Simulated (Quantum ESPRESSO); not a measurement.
# Strain and stress in Mg2GaFS3

The results below are calculated, not measured. They come from pw.x of Quantum ESPRESSO 7.5, a plane-wave density functional program, with PseudoDojo standard norm-conserving files (v0.5 for PBE, v0.4.1 for LDA and PBEsol). The cells are made up: elements, strain and atom displacements were drawn at random, and nothing was relaxed. There is no spin polarisation, spin-orbit coupling or dispersion term.

The cell has 8 sites of a zincblende or diamond lattice. Sites 1 to 4 hold empty Mg Mg Ga; sites 5 to 8 hold F S S S. Cell vectors in Å: (5.236, 0.043, 0.050); (0.043, 5.304, -0.050); (0.050, -0.050, 5.311). Settings: PBE, cutoff 1143 eV, 4 x 4 x 4 k mesh shifted by half a step, Fermi-Dirac smearing of 0.025 eV.

Each run adds a shear xy (given as the tensor component) to one cell, with the atoms carried along; the vectors above are those of run 3. Stress is positive in tension and P is minus a third of its trace. E is the free energy for each atom above the lowest run shown. The last column is band 30 less band 29 at Gamma, from a band step after each run.

| run | strain (%) | s_xx (GPa) | s_yy (GPa) | s_zz (GPa) | s_xy (GPa) | P (GPa) | E (meV/atom) | level step at Gamma (eV) |
| --- | --- | --- | --- | --- | --- | --- | --- | --- |
| 1 | -1.18 | -3.86 | -4.06 | -2.56 | -2.12 | 3.49 | 5.03 | 1.424 |
| 2 | -0.62 | -3.87 | -4.05 | -2.51 | -1.47 | 3.48 | 2.31 | 1.397 |
| 4 | 0.93 | -4.01 | -4.15 | -2.49 | 0.32 | 3.55 | 0.00 | 1.302 |
| 5 | 1.35 | -4.07 | -4.20 | -2.50 | 0.81 | 3.59 | 0.65 | 1.273 |
| 6 | 2.15 | -4.23 | -4.34 | -2.57 | 1.75 | 3.71 | 3.48 | 1.212 |
| 7 | 2.49 | -4.31 | -4.42 | -2.61 | 2.15 | 3.78 | 5.34 | 1.185 |
| 3 | 0.39 | ? | ? | ? | ? | ? | ? | ? |

A rerun of one of these cells at 1437 eV and k mesh 6 x 6 x 6 moved values by no more than 0.003 eV in the cell's energy, 0.02 GPa in stress and 0.007 eV/Å in force.

## Worked fit

A parabola through the six runs shown gives s_xy = -0.76 + 1.16 e + 0.004 e² GPa, with e in per cent and a scatter of 0.01 GPa. The slope is a stiffness of 116 ± 1 GPa for each unit of this strain at e = 0, twice a shear constant under the stress shown, since the tensor component is half the shear angle. The atoms are clamped, and relaxing them would in general lower it. The error is the larger of the fit's own and the change that a cubic makes, rounded up.

## Withheld run

Question: what s_xy should run 3 give?

The fit gives -0.31 GPa. The calculation gave -0.30 GPa.

| run | strain (%) | s_xx (GPa) | s_yy (GPa) | s_zz (GPa) | s_xy (GPa) | P (GPa) | E (meV/atom) | level step at Gamma (eV) |
| --- | --- | --- | --- | --- | --- | --- | --- | --- |
| 3 | 0.39 | -3.94 | -4.10 | -2.48 | -0.30 | 3.51 | -0.04 | 1.338 |